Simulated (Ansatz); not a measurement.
# SnH2Br2: stable or not

The cell was found from a structure generator's guess, not taken from experiment.

Method: DFT PBE, scalar-relativistic, plane waves, PAW (Ansatz 0.2.0). Settings of the last relaxation (5-atom cell): 420 eV, 6×6×4 k points, Gaussian smearing of 0.02 eV, no spin polarisation.

```cif
data_structure
_symmetry_space_group_name_H-M 'P-3m1'
_symmetry_Int_Tables_number 164
_cell_length_a 4.3874
_cell_length_b 4.3874
_cell_length_c 9.7567
_cell_angle_alpha 90.000
_cell_angle_beta 90.000
_cell_angle_gamma 120.000
_cell_volume 162.65
loop_
_atom_site_label
_atom_site_type_symbol
_atom_site_symmetry_multiplicity
_atom_site_Wyckoff_symbol
_atom_site_fract_x
_atom_site_fract_y
_atom_site_fract_z
_atom_site_occupancy
Sn1 Sn 1 a 0.00000 0.00000 0.00000 1
H1 H 2 c 0.00000 0.00000 0.46154 1
Br1 Br 2 d 0.33333 0.66667 0.17053 1
```

Energies over the elements count from the elements' standard structures at the same level (H₂ as a molecule), with no fitted energy shifts. The references include grey tin and crystalline Br.

Q: These tests were run: energy against the elements; phonons on a 2×2×1 q mesh. What do they show?

A:

```json
{"test": "energy against the elements", "result": "−0.471 eV/atom"}
{"test": "phonons on a 2×2×1 q mesh", "result": "imaginary modes down to 130i cm⁻¹"}
```

It fails one test: phonons on a 2×2×1 q mesh. So it isn't even a local minimum.

No dispersion correction is applied, so the spacing and binding between layers, chains or molecules are poorly described. The reference form of Br is held partly by dispersion forces, which this level lacks. With hydrogen, zero-point motion can shift formation energies by some tens of meV/atom. The run for the phonons used a 6×6×4 k mesh.
